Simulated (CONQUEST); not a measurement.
A self-consistent single point of Ag (P6_3/mmc, 8 atoms in the cell; from Materials Project mp-8566, changed as shown).

```xyz
8
Lattice="2.9105 0.0000 0.0000 0.0000 5.0412 0.0000 0.0000 0.0000 9.4618" Properties=species:S:1:pos:R:3 pbc="T T T"
Ag     0.0000     0.0000     0.0000
Ag     0.0000     0.0000     4.7309
Ag     0.0000     1.6804     2.3654
Ag     1.4553     0.8402     7.0963
Ag     1.4553     2.5206     0.0000
Ag     1.4553     2.5206     4.7309
Ag     1.4553     4.2010     2.3654
Ag     0.0000     3.3608     7.0963
```

Computed with PBEsol, numerical atomic orbitals double-zeta with polarisation (the shipped basis), PseudoDojo norm-conserving potentials made for PBEsol (CONQUEST 1.3).

CONQUEST settings:

| setting | value |
|---|---|
| basis | DZP |
| Diag.MPMeshX, Y, Z | 6 4 2 |
| potentials | PseudoDojo norm-conserving PBEsol |
| Grid.GridCutoff | 175 Ha |
| DM.SolutionMethod | diagon |
| Diag.kT | 0.003675 Ha |
| Diag.GammaCentred | true |
| minE.SCTolerance | 1.0e-06 |
| SC.MaxIters | 100 |
| SC.LinearMixingFactor | 0.3 |
| SC.KerkerPreCondition | true |
| SC.KerkerFactor | 0.1 1/bohr |
| AtomMove.TypeOfRun | static |

Results:

- Number of valence electrons: 152
- Number of bands: 152
- Number of k-points after the program's reduction: 41
- Size of the basis: 152
- Number of SCF iterations: 7
- FFT grid: 36 × 60 × 108
- Free energy E − TS: -33718.0773 eV
- Fermi level (on the code's own zero): -4.36 eV
- Pressure: -3.42 GPa

Stress (GPa, positive for compression):
```
-1.60   0.00   0.00
 0.00  -5.23   0.00
 0.00   0.00  -3.43
```

For comparison: a first run was changed to give this one (lattice scaled by 0.98), and from it to this one the free energy drops by 40.4 meV/atom and the pressure goes from -8.20 to -3.42 GPa.

The program uses no crystal symmetry, so grid and mesh can part values that symmetry would make equal. The atom-centred basis is finite, which shifts total energies and pressures against plane waves. The structure comes from a collection of computed structures, made at another level of theory; the collection holds predicted forms beside known ones. Its lattice was then scaled. No clean gap shows at this smearing width and mesh (spacing up to 0.36 Å⁻¹); the mesh is coarse for partly filled bands, so the values carry mesh errors.

Cost on one core: very roughly 110 core-seconds.
